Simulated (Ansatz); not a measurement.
## CaNi4P3 in Ansatz, settings compared

The command:

```bash
ansatz run input.yaml --threads 1 --pin off --max-ram 2560MiB --backend cpu --events-out ev --progress --plain --runs-dir out
```

The input file (Ansatz 0.2.0, plane waves):

```yaml
crystal:
  lattice:
    - [3.932237, 0.0, 0.0]
    - [0.0, 3.932237, 0.0]
    - [0.0, 0.0, 7.209215]
  atoms:
    - { symbol: Ca, position: [0.0, 0.0, 0.5] }
    - { symbol: Ni, position: [0.5, 0.0, 0.17411] }
    - { symbol: Ni, position: [0.0, 0.5, 0.17411] }
    - { symbol: Ni, position: [0.5, 0.0, 0.82589] }
    - { symbol: Ni, position: [0.0, 0.5, 0.82589] }
    - { symbol: P, position: [0.0, 0.0, 0.0] }
    - { symbol: P, position: [0.5, 0.5, 0.3508] }
    - { symbol: P, position: [0.5, 0.5, 0.6492] }
  symmetry: { tolerance: 0.0003 }
kpoints:
  mp_grid: { grid: [5, 5, 3], shift: [0, 0, 0] }
magnetization:
  spin_polarized: false
scf:
  occupations: { method: fermi_dirac }
hamiltonian:
  pseudopotentials: { kind: paw }
  xc: pbe
basis:
  ecutwfc: 420
output:
  forces: true
  stress: true
  eigenvalues: true
```

Origin of the cell: a known structure type with other elements, at an estimated volume, so it need not be a known compound.

The smearing width isn't typed, so it takes its default of 0.1 eV.

Output of this run (shortened):

```
SCF iter   1: F=—  HF=-27448.394209 eV  Δρ=4.83e-3  dr2=4.55e-2  defer=4
SCF iter   2: F=—  HF=-27448.389142 eV  Δρ=2.33e-3  dr2=1.53e-2  defer=4
SCF iter   3: F=—  HF=-27448.387069 eV  Δρ=1.58e-3  dr2=5.82e-3  defer=4
SCF iter   4: F=—  HF=-27448.386493 eV  Δρ=5.72e-4  dr2=1.49e-3  defer=4
SCF iter   5: F=—  HF=-27448.386298 eV  Δρ=2.04e-4  dr2=8.08e-5  defer=4
SCF iter   6: F=—  HF=-27448.386290 eV  Δρ=6.61e-5  dr2=6.50e-6  defer=4
SCF iter   7: F=—  HF=-27448.386291 eV  Δρ=3.94e-5  dr2=2.02e-6  defer=4
SCF iter   8: F=-27448.386291 eV  HF=-27448.386291 eV  Δρ=6.14e-6  dr2=6.47e-8
SCF 1 converged in 8 iterations: F = -27448.386291 eV  dr2 = 6.47e-8
SCF converged after 8 iterations
Free energy (F): -27448.386291 eV
Harris-Foulkes:  -27448.386291 eV  (|F-HF|=1.15e-8)
Internal energy: -27448.217118 eV  (E = F + TS)
E sigma→0 (E₀):  -27448.301705 eV
Entropy (-TS):   -0.169173 eV (-21.147 meV/atom)
Fermi energy:    13.435847 eV
--- Per-component energies (eV) ---
  E_band       = -1470.105968
  E_kinetic    = 1633.654662
  E_local      = -19717.458411  (includes V_loc(G=0)·N_el)
  E_nonlocal   = 2719.324576
  E_hartree    = 8453.281955
  E_xc         = -664.996184
  E_vxc        = -796.569002  (∫ρ·V_xc dr)
  E_paw        = -9099.869488  (= ΣΔE_a)
  E_vpaw       = -2215.646643  (= ΣTr[D̂ρ^β])
  E_aug_tail   = 0.001929  (compensation charges beyond the density's cutoff)
  E_ewald      = -10772.156158
  E_smearing   = -0.169173  (= −TS)
  Σ components = -27448.386291   (vs F -27448.386291, Δ=0.00e0)
--- Forces (eV/Å), atoms counted from 1 ---
  atom   1  Ca     0.000000     0.000000     0.000000
  atom   2  Ni     0.000000     0.000000     0.400770
  atom   3  Ni     0.000000     0.000000     0.400770
  atom   4  Ni     0.000000     0.000000    -0.400770
  atom   5  Ni     0.000000     0.000000    -0.400770
  atom   6  P     -0.000000     0.000000     0.000000
  atom   7  P     -0.000000     0.000000    -1.776717
  atom   8  P     -0.000000     0.000000     1.776717
  max |Σ_I F_I| component: 2.22e-16 eV/Å
--- Stress (GPa, compression-positive) ---
       -7.057505       0.000000       0.000000
        0.000000      -7.057505       0.000000
        0.000000       0.000000       0.219317
  P = ⅓ Tr σ = -4.6319 GPa (-46.319 kbar)
```

The same input was run again with these changes:

1. `scf.convergence.dr2_threshold` default → 1.0e-06; `hamiltonian.hubbard` default → { sites: [{ species: Ni, l: d, u_eff: 3.0 }], double_counting: amf }; `hamiltonian.pseudopotentials` { kind: paw } → { kind: nc, accuracy: standard }
2. `kpoints.mp_grid.grid` [5, 5, 3] → [2, 2, 2]; `scf.occupations.width` default → 0.2
3. `scf.mixing.algorithm` default → broyden; `scf.mixing.beta` default → 0.2; `scf.mixing.ndim` default → 2
4. `scf.mixing.algorithm` default → broyden; `scf.mixing.beta` default → 0.3

```json
{"run": "base", "end": "converged", "SCF iterations": "8", "P (GPa)": "-4.63", "max force component (eV/Å)": "1.777", "moment (μB)": "–", "ΔE(σ→0) (meV/atom)": "0"}
{"run": "1", "end": "converged", "SCF iterations": "12", "P (GPa)": "-23.95", "max force component (eV/Å)": "3.284", "moment (μB)": "–", "ΔE(σ→0) (meV/atom)": "–"}
{"run": "2", "end": "converged", "SCF iterations": "10", "P (GPa)": "-6.04", "max force component (eV/Å)": "1.251", "moment (μB)": "–", "ΔE(σ→0) (meV/atom)": "-40.07"}
{"run": "3", "end": "converged", "SCF iterations": "15", "P (GPa)": "-4.63", "max force component (eV/Å)": "1.777", "moment (μB)": "–", "ΔE(σ→0) (meV/atom)": "0.00"}
{"run": "4", "end": "converged", "SCF iterations": "11", "P (GPa)": "-4.63", "max force component (eV/Å)": "1.777", "moment (μB)": "–", "ΔE(σ→0) (meV/atom)": "0.00"}
```

Energies are compared only where functional, datasets, charge and starting cell are the same.

Not properties of the system: run 2 (too coarse or loose: `kpoints.mp_grid.grid` = [2, 2, 2], `scf.occupations.width` = 0.2).

Caveats of the base run: no spin polarisation, so a magnetic state may lie lower; the k mesh is coarse if the cell is a metal.

Run 1: the SCF threshold is loose for forces; the cutoff lies below the datasets' advice.
Run 2: wide smearing.

The base run ran for 4.6 s on 1 thread of Intel(R) Xeon(R) Platinum 8375C CPU @ 2.90GHz (Ice Lake), on a shared host, peak memory 0.46 GiB, from the program's own first density.
